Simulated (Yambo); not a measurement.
A free-standing CaO₂H₂ monolayer (symmetry P-3m1, slab cell 17.5 Å high), G0W0@LDA in Yambo; all else as in the reference (6×6×1 Γ-centred k mesh, 103 bands and a 6 Ry block in the screening, 103 bands in G with the Bruneval-Gonze terminator, plasmon pole fitted at 27.2 eV, slab-truncated Coulomb interaction, stochastic integration of W near q = 0). One parameter is varied: the k mesh, over 3×3×1, 6×6×1, 9×9×1.

Problem. From which value on does the gap Γ → Γ stay within 0.05 eV of the largest setting?

Solution. From 6×6×1 on.
```json
[
 {"k mesh": "3×3×1", "G0W0 gap (eV)": "6.89", "valence shift (eV)": "-1.81", "rough Yambo cost": "about 1/4"},
 {"k mesh": "6×6×1", "G0W0 gap (eV)": "7.01", "valence shift (eV)": "-2.00", "rough Yambo cost": "1"},
 {"k mesh": "9×9×1", "G0W0 gap (eV)": "7.05", "valence shift (eV)": "-2.04", "rough Yambo cost": "about 4×"}
]
```
The last step of the sweep still moves the gap by 34 meV; the other settings are held fixed.

Geometry relaxed with LDA; primitive cell a = 3.515 Å, b = 3.515 Å, c = 17.500 Å, α = 90.00°, β = 90.00°, γ = 120.00°.

This is a model layer cut from the bulk structure; whether it is stable on its own was not checked.

A shift is the quasiparticle energy of the state minus its LDA energy.
